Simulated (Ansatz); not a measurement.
Sr (dhcp): energy against volume

These are results of DFT, LDA (PW92), plane waves (420 eV) with PAW, scalar-relativistic (Ansatz), not measurements. The PAW files were generated under PBE, with cores re-solved for the functional.

The cell is scaled uniformly from the relaxed one, with fractional coordinates and shape fixed. Energies are extrapolated to zero smearing, pressures are those at the given smearing. Magnetic state: spin not included.

A Birch-Murnaghan fit gives V₀ = 48.66 Å³/atom, B₀ = 13.5 GPa, B₀′ = 3.3.

**Question.** What are the energy above the minimum and the pressure at 43.043 Å³/atom?

**Answer.** 32.4 meV/atom and 2.06 GPa as computed.

**Question.** What are the energy above the minimum and the pressure at 46.956 Å³/atom?

**Answer.** 2.6 meV/atom and 0.55 GPa as computed.

**Question.** What are the energy above the minimum and the pressure at 50.870 Å³/atom?

**Answer.** 3.9 meV/atom and -0.52 GPa as computed.
